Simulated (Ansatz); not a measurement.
Input and command of a plane-wave DFT calculation in Ansatz:

```yaml
crystal:
  lattice:
    - [3.7601112266, 0.0, 0.0]
    - [-3.7601112265, 6.5127036866, 0.0]
    - [0.0, 0.0, 15.7930950857]
  atoms:
    - { symbol: Ti, position: [0.0, 0.0, 0.4469845229] }
    - { symbol: Ti, position: [0.0, 0.5, 0.4469845229] }
    - { symbol: Ta, position: [0.0, 0.5, 0.0] }
    - { symbol: Ta, position: [0.0, 0.0, 0.0] }
    - { symbol: Te, position: [0.6666666667, 0.1666666667, 0.8875306105] }
    - { symbol: Te, position: [0.6666666667, 0.6666666667, 0.8875306105] }
    - { symbol: Te, position: [0.6666666667, 0.1666666667, 0.3383248443] }
    - { symbol: Te, position: [0.6666666667, 0.6666666667, 0.3383248443] }
    - { symbol: Te, position: [0.3333333333, 0.3333333333, 0.5556442019] }
    - { symbol: Te, position: [0.3333333333, 0.8333333333, 0.5556442019] }
    - { symbol: Te, position: [0.3333333333, 0.3333333333, 0.1124693895] }
    - { symbol: Te, position: [0.3333333333, 0.8333333333, 0.1124693895] }
    - { symbol: K, position: [0.0, 0.0, 0.7243865225] }
basis:
  ecutwfc: 500
kpoints:
  mp_grid: { grid: [6, 6, 1] }
hamiltonian:
  xc: r2scan
scf:
  occupations: { method: gaussian, width: 0.1 }
output:
  forces: true
  stress: true
  eigenvalues: true
```

```bash
ansatz run input.yaml --threads 2 --pin off --max-ram 5120MiB --backend cpu --events-out ev --progress --plain --runs-dir out
```

Processor: Intel(R) Xeon(R) Processor @ 2.50GHz (Skylake/Cascade Lake), 2 threads, on a host shared with other jobs.

Problem. Estimate time, memory and problem size.

Solution. About 2.2 min on 2 threads of Intel(R) Xeon(R) Processor @ 2.50GHz (Skylake/Cascade Lake), on a shared host, peak memory 1.8 GiB. It solves 113 bands at 16 k points (the mesh reduced by symmetry) with about 9787 plane waves, in 9 SCF iterations.
